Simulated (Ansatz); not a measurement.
Si4Ge: relaxed-ion elastic tensor

All numbers below come from Ansatz 0.2.0, DFT PBE, scalar-relativistic, plane waves, PAW. Cutoff 420 eV, 6×6×6 k-points (Γ-centred), fixed occupations. No spin polarisation.

Equilibrium structure at this level:
```xyz
10
Lattice="-4.3639 4.3639 2.7601 4.3639 -4.3639 2.7601 4.3639 4.3639 -2.7601" Properties=species:S:1:pos:R:3 pbc="T T T"
Si    1.7619    3.4771   -0.0293
Si    3.4771    2.6020    1.3508
Si    2.6020    5.2506   -1.3508
Si    0.8868    1.7619    4.1109
Si    5.2506    1.7619    0.0293
Si    1.7619   -0.8868    1.4093
Si   -0.8868    2.6020    2.7894
Si    2.6020    0.8868    2.7309
Ge    0.0000    0.0000    0.0000
Ge    0.0000    4.3639    1.3801
```

The structure comes from a proposed guess, relaxed at this level; another structure or a mixture of phases may lie lower.

Question: Give the relaxed-ion elastic constants (GPa, Voigt order xx yy zz yz xz xy, on the Cartesian axes of the cell above).

Answer:
```
153.2  42.9  52.4   0.0   0.0 -12.4
 42.9 153.2  52.4   0.0   0.0  12.4
 52.4  52.4 143.8   0.0   0.0   0.0
  0.0   0.0   0.0  71.6   0.0   0.0
  0.0   0.0   0.0   0.0  71.6   0.0
-12.4  12.4   0.0   0.0   0.0  62.2
```

Question: Is the crystal stable against homogeneous strain?

Answer: Yes: the least eigenvalue of the tensor is 56.5 GPa.

Question: And the moduli of a polycrystal (Hill averages)?

Answer: B = 83 GPa, G = 60 GPa, E = 145 GPa, ν = 0.21.
